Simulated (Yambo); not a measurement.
SiC (zinc blende, space group F-43m, No. 216), G0W0@LDA (Yambo, plasmon pole, terminator in G, 6×6×6 mesh): gap Γ → X in eV by bands and screening block.

```
bands (W and G)  2 Ry  5 Ry  8 Ry  11 Ry  14 Ry
---------------  ----  ----  ----  -----  -----
14                  ?     ?     ?   2.23   2.26
23               1.87  2.11  2.18   2.20   2.23
38               1.84  2.10  2.17   2.19   2.23
58               1.84  2.10  2.18   2.21   2.25
76               1.84  2.10  2.18   2.21   2.26
```

Task: Estimate the withheld gaps from their neighbours; the computed values follow.

Result: 
- 14, 2 Ry: 1.94
- 14, 5 Ry: 2.16
- 14, 8 Ry: 2.22

The largest settings aren't shown to be the converged limit.

Geometry relaxed with LDA; primitive cell a = 3.059 Å, b = 3.059 Å, c = 3.059 Å, α = 60.00°, β = 60.00°, γ = 60.00°.
